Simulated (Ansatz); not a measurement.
Theory: Ansatz, DFT PBE, scalar-relativistic, plane waves, PAW. All cells share a 420 eV cutoff and Γ-centred k meshes spaced at most about 0.3 Å⁻¹ (about 0.25 or finer for metals, 2π included). Collinear spin in cells that started with moments and kept them past the coarse steps, no spin elsewhere.

Each of these unrelaxed guesses is relaxed in cell and atoms within its symmetry. A guess keeps its type if space group and coordination stay and the shape of the cell changes little (axis ratios within about 15 %, angles within 6°); the volume may change.

1. EuS3 (collinear spin from parallel moments)

```
Eu S
1.0
    -2.73429    2.84642    3.81630
     2.73429   -2.84642    3.81630
     2.73429    2.84642   -3.81630
Eu S
1 3
Direct
  0.50000 0.50000 0.00000
  0.11516 0.11516 0.00000
  0.88484 0.88484 0.00000
  0.00000 0.50000 0.50000
```

2. GaSi3S2

```
Ga Si S
1.0
     2.18779   -4.55106    0.00000
     2.18779    4.55106    0.00000
     0.00000    0.00000    6.22803
Ga Si S
1 3 2
Cartesian
  2.1878 0.0000 3.1140
  0.0000 0.0000 3.1140
  1.0939 2.2755 3.1140
  1.0939 -2.2755 3.1140
  2.1878 -2.1550 0.0000
  2.1878 2.1550 0.0000
```

Question: Which guesses survive the relaxation?

Answer: Guess 1 keeps its type.

```json
{"guess": "1", "kept": "yes", "start group": "Immm", "end group": "Immm", "V start (Å³/atom)": "29.7", "V end": "27.9", "b/a and c/a, end over start": "1.02, 1.07", "nearest neighbours start": "Eu 4, S 1/6", "nearest neighbours end": "Eu 4, S 1/6"}
{"guess": "2", "kept": "no", "start group": "Cmmm", "end group": "Cmmm", "V start (Å³/atom)": "20.7", "V end": "18.7", "b/a and c/a, end over start": "0.57, 0.42", "nearest neighbours start": "Ga 2, S 2, Si 2", "nearest neighbours end": "Ga 4, S 8, Si 8"}
```

Neighbours count within 15 % of an atom's shortest distance; end groups are read at 0.02 Å (0.05 Å in metals).

No dispersion correction is applied, so the spacing and binding between layers, chains or molecules are poorly described (EuS3 Immm). In such compounds of Eu a zero gap at this level may well be an artefact, since no Hubbard U is applied. In GaSi3S2 Cmmm an odd number of electrons in the primitive cell allows no gap without spin; a larger cell or a magnetic state could open one. A magnetic state wasn't ruled out in cells without spin, among them GaSi3S2 Cmmm. The magnetic state reached may not be the lowest. Cells relaxed within their symmetry can be saddle points.

In counts of neighbours, a slash parts the counts of unlike sites.
